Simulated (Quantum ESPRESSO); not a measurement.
# Strain and stress in Al2ZnF7Cl

The results below are calculated, not measured. They come from pw.x of Quantum ESPRESSO 7.5, a plane-wave density functional program, with PseudoDojo standard norm-conserving files (v0.5 for PBE, v0.4.1 for LDA and PBEsol). The cells are made up: elements, strain and atom displacements were drawn at random, and nothing was relaxed. There is no spin polarisation, spin-orbit coupling or dispersion term.

The cell has 12 sites of a rutile lattice (two cells along c). Sites 1 to 4 hold Al Al Zn empty; sites 5 to 12 hold F F F F F Cl F F. Cell vectors in Å: (4.884, -0.006, 0.000); (-0.006, 4.884, 0.000); (0.000, 0.000, 6.493). Settings: PBE, cutoff 1143 eV, 5 x 5 x 4 k mesh shifted by half a step, Fermi-Dirac smearing of 0.025 eV.

Each run adds a shear xy (given as the tensor component) to one cell, with the atoms carried along; the vectors above are those of run 5. Stress is positive in tension and P is minus a third of its trace. E is the free energy for each atom above the lowest run shown. The last column is band 42 less band 41 at Gamma, from a band step after each run.

```
run  strain (%)  s_xx (GPa)  s_yy (GPa)  s_zz (GPa)  s_xy (GPa)  P (GPa)  E (meV/atom)  level step at Gamma (eV)
  1       -2.27        7.77        8.47       18.65       -2.62   -11.63          5.37                     2.865
  2       -1.85        7.96        8.64       18.72       -2.16   -11.77          3.74                     2.859
  3       -1.40        8.14        8.80       18.78       -1.69   -11.91          2.32                     2.852
  5       -0.12        8.56        9.19       18.91       -0.38   -12.22          0.17                     2.826
  6        0.30        8.68        9.29       18.95        0.05   -12.31          0.00                     2.815
  7        2.39        9.05        9.61       19.03        2.07   -12.56          3.49                     2.750
  4       -0.67           ?           ?           ?           ?        ?             ?                         ?
```

A rerun of one of these cells at 1437 eV and k mesh 7 x 7 x 6 moved values by no more than 0.003 eV in the cell's energy, 0.02 GPa in stress and 0.002 eV/Å in force.

## Worked fit

A parabola through the six runs shown gives s_xy = -0.25 + 1.01 e - 0.015 e² GPa, with e in per cent and a scatter of 0.01 GPa. The slope is a stiffness of 101 ± 1 GPa for each unit of this strain at e = 0, twice a shear constant under the stress shown, since the tensor component is half the shear angle. The atoms are clamped, and relaxing them would in general lower it. The error is the larger of the fit's own and the change that a cubic makes, rounded up.

## Withheld run

Question: what s_xy should run 4 give?

The fit gives -0.93 GPa. The calculation gave -0.93 GPa.

```
run  strain (%)  s_xx (GPa)  s_yy (GPa)  s_zz (GPa)  s_xy (GPa)  P (GPa)  E (meV/atom)  level step at Gamma (eV)
  4       -0.67        8.40        9.04       18.86       -0.93   -12.10          0.72                     2.838
```